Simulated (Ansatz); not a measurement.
Input:

NbPd:
```cif
data_NbPd
_chemical_formula_sum 'Nb1 Pd1'
_space_group_name_H-M_alt 'P 1'
_space_group_IT_number 1
_cell_length_a 4.88859
_cell_length_b 4.88859
_cell_length_c 4.88859
_cell_angle_alpha 33.151
_cell_angle_beta 33.151
_cell_angle_gamma 33.151
loop_
_space_group_symop_operation_xyz
  'x, y, z'
loop_
_atom_site_label
_atom_site_type_symbol
_atom_site_fract_x
_atom_site_fract_y
_atom_site_fract_z
_atom_site_occupancy
Nb1 Nb 0.00000 0.00000 0.00000 1
Pd1 Pd 0.50000 0.50000 0.50000 1
```

This is the LDA-relaxed structure.

Question: All from plane-wave PAW LDA (Ansatz code), unless another level is named. Estimate the highest zone-centre frequency.

Answer: 194 cm⁻¹.

Question: And the bulk modulus (Birch–Murnaghan fit)?

Answer: 2130 kbar.

Space group R-3m. The first step of the workflow began from a Materials Project structure, measured or hypothetical; the Crystallography Open Database copy checked does not list it. With Nb and Pd taken as one species the cell has the higher symmetry Fm-3m, so it may be an ordered model of a mixed-site phase. Its standing as an ambient phase is unchecked. The LDA relaxation kept the symmetry of its start; whether a distortion lowers the energy is not shown. No spin polarisation was allowed. As this level gives no gap, phonon frequencies hold no LO–TO term and depend on the k-mesh and smearing (Fermi–Dirac, 0.1 eV here).

Potentials: the later of the program's two PAW sets.
